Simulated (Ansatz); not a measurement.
Input and command of a plane-wave DFT calculation in Ansatz:

```yaml
crystal:
  lattice:
    - [2.02398, -2.02398, 0.0]
    - [2.02398, 0.0, -2.02398]
    - [9.2506205384, 9.2506205384, 9.2506205384]
  atoms:
    - { symbol: Al, position: [0.6666666667, 0.6666666667, 0.0729167373] }
    - { symbol: Al, position: [0.0, 0.0, 0.8022299734] }
    - { symbol: Al, position: [0.3333333333, 0.3333333333, 0.2187793845] }
    - { symbol: Al, position: [0.6666666667, 0.6666666667, 0.5105046789] }
    - { symbol: Al, position: [0.0, 0.0, 0.3646420317] }
    - { symbol: Al, position: [0.3333333333, 0.3333333333, 0.6563673261] }
basis:
  ecutwfc: 420
kpoints:
  mp_grid: { grid: [19, 19, 4] }
hamiltonian:
  xc: lda
scf:
  occupations: { method: gaussian, width: 0.15 }
output:
  forces: true
  stress: true
  eigenvalues: true
  write_density: true
  write_potential: true
  elf: true
  volumetric_format: npy
```

```bash
ansatz run input.yaml --threads 2 --pin off --max-ram 5120MiB --backend cpu --events-out ev --progress --plain --runs-dir out
```

Processor: Intel(R) Xeon(R) 6975P-C (Granite Rapids), 2 threads, on a host shared with other jobs.

Estimate time, memory and problem size.

About 6.1 s on 2 threads of Intel(R) Xeon(R) 6975P-C (Granite Rapids), with other jobs on the host, peak memory 0.55 GiB. It solves 15 bands at 150 k points (the mesh reduced by the symmetry that the task leaves, which can be less than the crystal's) with about 2225 plane waves, in 7 SCF iterations.
